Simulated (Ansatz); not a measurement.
ScPd₃C (anti-perovskite, Pm-3m) at seven volumes, PBE in the plane-wave PAW code Ansatz, scaled uniformly. One row is withheld.

```tsv
V (Å³/atom)	P (GPa)
13.501	19.64
13.946	?
14.391	5.44
14.836	-0.01
15.282	-4.58
15.727	-8.41
16.172	-11.61
```

### Question
Fit the shown pressures and predict the withheld one.

### Answer
Third-order Birch–Murnaghan: P = (3/2)B₀(x^(7/2) − x^(5/2))[1 + (3/4)(B′ − 4)(x − 1)] with x = (V₀/V)^(2/3). Least squares on the six rows gives V₀ = 14.836 Å³/atom, B₀ = 165.8 GPa, B′ = 4.84. At V = 13.946, x = 1.0421 and P = 11.92 GPa. The run itself gave 11.92 GPa.

The start of the workflow was typed in or built on a structure type; neither database checked (COD, Materials Project) lists it. Whether it is the stable phase at ambient conditions was not checked. The cell was relaxed with PBE under the symmetry of its start; its stability against distortions is not shown here. The run is not spin-polarised.

Potentials: the later of the program's two PAW sets.
